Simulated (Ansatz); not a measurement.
The start is a relaxed CoPdO2 cell shaken by Gaussian noise of σ = 0.08 Å a coordinate. The structure is fully relaxed (lattice and positions, P = 0) with PBEsol (plane waves to 420 eV, PAW, scalar-relativistic; Ansatz, a first-principles code). The first steps use a coarse 5×5×5 k-mesh.

Initial structure:
```
CoPdO2
1.0
    2.69339     1.55503     4.89477
   -2.69339     1.55503     4.89477
    0.00000    -3.11006     4.89477
Co O Pd
2 4 2
Direct
  0.34686   0.34611   0.31555
  0.74452   0.73342   0.70450
  0.42984   0.02934   0.67441
  0.68329   0.42208   0.03572
  0.03204   0.69264   0.41551
  0.21642   0.21735   0.18162
  0.90340   0.92342   0.91158
  0.07980   0.09450   0.08234
```
Spin-polarised start, with opposed moments on Co.

**Question.** What pressure does the first self-consistent step give?

**Answer.** +6 GPa (positive: the cell is compressed).

**Question.** Which atoms feel the largest initial force, and how large is it?

**Answer.** About 6.3 eV/Å, on O6 (atoms numbered as listed).

**Question.** By how much does the energy per atom fall from start to end?

**Answer.** 0.49 eV/atom.

**Question.** How does the volume per atom move from start to end?

**Answer.** -20.7 %, from 15.38 to 12.19 Å³/atom.

**Question.** Is the parent structure recovered?

**Answer.** It does not go back: it reaches P1 (No. 1), 0.31 eV/atom below the parent.

**Question.** How do the shortest distances between atoms change?

**Answer.** The closest pairs of elements (up to four, under 3.6 Å), start → end: Co–O 1.57 → 1.77 Å; O–Pd 1.76 → 1.95 Å; Co–Pd 2.72 → 2.51 Å; Pd–Pd 2.54 → 2.66 Å.

**Question.** What magnetic moments remain?

**Answer.** Net 0.02 μB/atom, antiferromagnetic.

**Question.** Write out the relaxed structure.

**Answer.** 
```xyz
8
Lattice="4.9344 0.0000 0.0000 -2.4036 4.4359 0.0000 -0.2139 -2.6606 4.4538" Properties=species:S:1:pos:R:3 pbc="T T T"
Co    -1.5013     1.9037     1.4474
Co    -0.5639    -0.0880     3.0463
O      2.9279     0.9297     2.9018
O     -0.0724     2.4926     0.3766
O      0.7262    -0.8917     2.1411
O      2.5634     1.0393     0.1621
Pd     1.2871     1.7593     3.6637
Pd     0.7071     0.7871     1.0531
```

Final values are on a 8×8×7 k-mesh of the relaxed cell. Spin state reached: antiferromagnetic (net 0.02 μB/atom); other spin orders were not run from this start. No Hubbard U is applied. A magnetic insulating state can be missed without it.

The relaxed structure here is a generated cell of CoPdO2: the first start was made by a random draw of sites in a space group, and the end was not matched to a known phase here, so it may be hypothetical.
